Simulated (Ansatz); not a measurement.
The start is a randomly generated symmetric cell of La2O3 (space group No. 194). The structure is fully relaxed (lattice and positions, P = 0) with r2SCAN (plane waves to 500 eV, PAW, scalar-relativistic; Ansatz, a program for electronic structure).

Ansatz input (later rounds restart from its end on a renewed k-mesh):
Ansatz 0.2 input:
```yaml
crystal:
  lattice:
    - [4.6862329, 0, 0]
    - [-2.3431164, 4.0583967, 0]
    - [0, 0, 10.1329283]
  atoms:
    - { symbol: La, position: [0, 0, 0] }
    - { symbol: La, position: [0, 0, 0.5] }
    - { symbol: La, position: [0.33333333, 0.66666667, 0.25] }
    - { symbol: La, position: [0.66666667, 0.33333333, 0.75] }
    - { symbol: O, position: [0, 0, 0.25] }
    - { symbol: O, position: [0, 0, 0.75] }
    - { symbol: O, position: [0.33333333, 0.66666667, 0.6730543] }
    - { symbol: O, position: [0.33333333, 0.66666667, 0.8269457] }
    - { symbol: O, position: [0.66666667, 0.33333333, 0.3269457] }
    - { symbol: O, position: [0.66666667, 0.33333333, 0.1730543] }
basis: { ecutwfc: 500, ecutrho_ratio: 4, xc_grid: 4, fft_grid_basis: typed }
kpoints: { mp_grid: { grid: [8, 8, 4] } }
hamiltonian:
  xc: r2scan
  dispersion: none
  pseudopotentials: { kind: paw }
scf: { occupations: { method: fermi_dirac, width: 0.05 } }
relax: { f_tol: 0.01, max_steps: 100, cell: { stress_tol: 0.02 } }
output: { forces: true, stress: true }
```

```json
{
 "initial_pressure": "-12.7 GPa (negative: the cell is under tension)",
 "largest_initial_force": "0.46 eV/Å, on O7, O8, O9, O10 (atoms numbered as listed)",
 "energy_released": "1.52 eV/atom",
 "volume_change": "-17.6 %, from 19.27 to 15.88 Å³/atom",
 "band_gap_at_the_end": "3.97 eV, indirect (valence top at H, conduction bottom at k = (0, 0.3, 0)) (no spin-orbit coupling)",
 "optimiser_moves": "13"
}
```

The end point of the relaxation:

Space group P6₃/mmc (No. 194); a = 3.904 Å, b = 3.904 Å, c = 12.036 Å, α = 90.00°, β = 90.00°, γ = 120.00°

```csv
atom,site,symmetry,x,y,z
La,2a,-3m.,0.0000,0.0000,0.0000
La,2c,-6m2,0.3333,0.6667,0.2500
O,2b,-6m2,0.0000,0.0000,0.2500
O,4f,3m.,0.6667,0.3333,0.0891
```

Final values are on a 10×10×3 k-mesh of the relaxed cell. No spin polarisation in the result.

The run could not lose the symmetry of its start: the end is stationary, and may be a saddle point rather than a minimum.

The relaxed structure here is a generated cell of La2O3: the first start was made by a random draw of sites in a space group, and the end was not matched to a known phase here, so it may be hypothetical. Known forms of La2O3 include space group No. 164.
